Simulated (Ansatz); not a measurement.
Computed with DFT PBE, scalar-relativistic, plane waves, PAW (Ansatz). Settings of the last relaxation (8-atom cell): 420 eV, 8×8×8 k points, Gaussian smearing of 0.02 eV, no spin polarisation.

Formation energies are uncorrected and count from the elements' standard states at the same level.

**Question.** Suggest a trial structure for a cubic semiconductor that holds B and 2 more elements, with a gap near 0.5 eV, a formation energy near −0.24 eV/atom and about 21 Å³ per atom, in a cell of 8 atoms.

**Answer.** Al3BAs4, space group P-43m (No. 215). Around Al lie 4 As at 2.46 Å; around B lie 4 As at 2.17 Å; around As lie 1 B at 2.17 Å and 3 Al at 2.46 Å.

```cif
data_structure
_symmetry_space_group_name_H-M 'P 1'
_symmetry_Int_Tables_number 1
_cell_length_a 5.5094
_cell_length_b 5.5094
_cell_length_c 5.5094
_cell_angle_alpha 90.000
_cell_angle_beta 90.000
_cell_angle_gamma 90.000
_cell_volume 167.23
loop_
_atom_site_label
_atom_site_type_symbol
_atom_site_fract_x
_atom_site_fract_y
_atom_site_fract_z
_atom_site_occupancy
Al1 Al 0.00000 0.00000 0.50000 1
Al2 Al 0.00000 0.50000 0.00000 1
Al3 Al 0.50000 0.00000 0.00000 1
B1 B 0.50000 0.50000 0.50000 1
As1 As 0.72774 0.72774 0.72774 1
As2 As 0.72774 0.27226 0.27226 1
As3 As 0.27226 0.72774 0.27226 1
As4 As 0.27226 0.27226 0.72774 1
```

* Volume per atom: 20.90 Å³
* Density: 3.89 g/cm³
* Formation energy: −0.239 eV/atom
* Gap on the 8×8×8 mesh of the 8-atom cell: 0.54 eV

It was reached by relaxing an invented guess, and it needn't be the stable form of this composition. Other answers may fit too; this one was computed.

Kohn–Sham gaps at this level usually fall short of measured ones. The reference form of As is held partly by dispersion forces, which this level lacks. Symmetry constrained the relaxation, so the result can be a saddle point. Another cell of Al3BAs4 relaxed alike, in I-42m, lies 41 meV/atom lower, so this cell isn't the stable form at this level.
